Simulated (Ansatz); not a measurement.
## TiC with Sn replacing C: ¹¹⁹Sn Mössbauer parameters

Cell: a supercell of TiC (rock salt type, Fm-3m) built from a COD entry, with the ions relaxed around the defect (PBE).

```cif
data_structure
_symmetry_space_group_name_H-M 'P 1'
_symmetry_Int_Tables_number 1
_cell_length_a 9.1611
_cell_length_b 9.1611
_cell_length_c 9.1611
_cell_angle_alpha 60.000
_cell_angle_beta 60.000
_cell_angle_gamma 60.000
_cell_volume 543.67
loop_
_atom_site_label
_atom_site_type_symbol
_atom_site_fract_x
_atom_site_fract_y
_atom_site_fract_z
_atom_site_occupancy
Ti1 Ti 0.99982 0.99982 0.99982 1
Ti2 Ti 0.97929 0.97929 0.35404 1
Ti3 Ti 0.99982 0.99982 0.66719 1
Ti4 Ti 0.97929 0.35404 0.97929 1
Ti5 Ti 0.97929 0.35404 0.35404 1
Ti6 Ti 0.00142 0.33191 0.66667 1
Ti7 Ti 0.99982 0.66719 0.99982 1
Ti8 Ti 0.00142 0.66667 0.33191 1
Ti9 Ti 0.00142 0.66667 0.66667 1
Ti10 Ti 0.35404 0.97929 0.97929 1
Ti11 Ti 0.35404 0.97929 0.35404 1
Ti12 Ti 0.33191 0.00142 0.66667 1
Ti13 Ti 0.35404 0.35404 0.97929 1
Ti14 Ti 0.33351 0.33351 0.33351 1
Ti15 Ti 0.33351 0.33351 0.66614 1
Ti16 Ti 0.33191 0.66667 0.00142 1
Ti17 Ti 0.33351 0.66614 0.33351 1
Ti18 Ti 0.33191 0.66667 0.66667 1
Ti19 Ti 0.66719 0.99982 0.99982 1
Ti20 Ti 0.66667 0.00142 0.33191 1
Ti21 Ti 0.66667 0.00142 0.66667 1
Ti22 Ti 0.66667 0.33191 0.00142 1
Ti23 Ti 0.66614 0.33351 0.33351 1
Ti24 Ti 0.66667 0.33191 0.66667 1
Ti25 Ti 0.66667 0.66667 0.00142 1
Ti26 Ti 0.66667 0.66667 0.33191 1
Ti27 Ti 0.66667 0.66667 0.66667 1
Sn28 Sn 0.16667 0.16667 0.16667 1
C29 C 0.16667 0.16667 0.50114 1
C30 C 0.16667 0.16667 0.83220 1
C31 C 0.16667 0.50114 0.16667 1
C32 C 0.16775 0.49964 0.49964 1
C33 C 0.16667 0.50114 0.83220 1
C34 C 0.16667 0.83220 0.16667 1
C35 C 0.16667 0.83220 0.50114 1
C36 C 0.16559 0.83369 0.83369 1
C37 C 0.50114 0.16667 0.16667 1
C38 C 0.49964 0.16775 0.49964 1
C39 C 0.50114 0.16667 0.83220 1
C40 C 0.49964 0.49964 0.16775 1
C41 C 0.49964 0.49964 0.49964 1
C42 C 0.50455 0.50455 0.82879 1
C43 C 0.50114 0.83220 0.16667 1
C44 C 0.50455 0.82879 0.50455 1
C45 C 0.50455 0.82879 0.82879 1
C46 C 0.83220 0.16667 0.16667 1
C47 C 0.83220 0.16667 0.50114 1
C48 C 0.83369 0.16559 0.83369 1
C49 C 0.83220 0.50114 0.16667 1
C50 C 0.82879 0.50455 0.50455 1
C51 C 0.82879 0.50455 0.82879 1
C52 C 0.83369 0.83369 0.16559 1
C53 C 0.82879 0.82879 0.50455 1
C54 C 0.83369 0.83369 0.83369 1
```

Atom numbers follow the list; atoms alike are taken as one site, whose name carries the number of the first.

The numbers come from a DFT calculation in Ansatz (PBE, plane waves and PAW, scalar-relativistic, 420 eV cutoff, Γ-centred 3×3×3 k-points, Fermi–Dirac smearing 0.01 eV).

Isomer shifts (against SnO₂) follow from the electron density at the nucleus, δ = α(ρ − ρ₀), with α = 0.099 mm s⁻¹ a₀³ and ρ₀ = 183191.44 a₀⁻³ from a line fitted to 8 measured compounds at this level of theory (rms miss 0.12 mm/s). ΔE_Q = ½eQV_zz(1 + η²/3)^½ with Q = -0.132 b for the 23.9 keV state.

Problem. Where do the absorption lines lie?

Solution. Sn (1 atom a cell): δ = 2.69, |ΔE_Q| = 0.00 mm/s, a single line at 2.69 mm/s.

The defect repeats with the cell of 54 atoms, so it feels its images: sites between two images don't show the values beside a lone defect, and zeros or small values of η there can come from the images' arrangement. The relaxation keeps the site symmetry m-3m of the start, so the impurity can't leave its site; a start off the site could end lower. The cell keeps the host's lattice, where the PBE pressure is 12 GPa.
